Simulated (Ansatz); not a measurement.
AgBr:
```yaml
crystal:
  lattice:
    - [0.00000, 2.79192, 2.79192]
    - [2.79192, 0.00000, 2.79192]
    - [2.79192, 2.79192, 0.00000]
  atoms:
    - { symbol: Ag, position: [0.50000, 0.50000, 0.50000] }
    - { symbol: Br, position: [0.00000, 0.00000, 0.00000] }
```

Relaxed with LDA.

Task: Give the optical modes at the zone centre with their infrared activity from DFPT, plane-wave PAW LDA (Ansatz code).

Result: Transverse frequencies, without the LO–TO term; a row sums one degenerate level.

```tsv
ω (cm⁻¹)	degeneracy	IR ((D/Å)²/amu)	activity	symmetry
97	3	3.43	IR	T1u
```

Task: How high does the top mode go among those that the LO–TO term moves?

Result: 132 cm⁻¹ for q along x.

Space group Fm-3m (rock salt). Symmetry was held in the LDA relaxation; phonons on a q-mesh show no instability. No spin polarisation was allowed.

Potentials: the later of the program's two PAW sets.
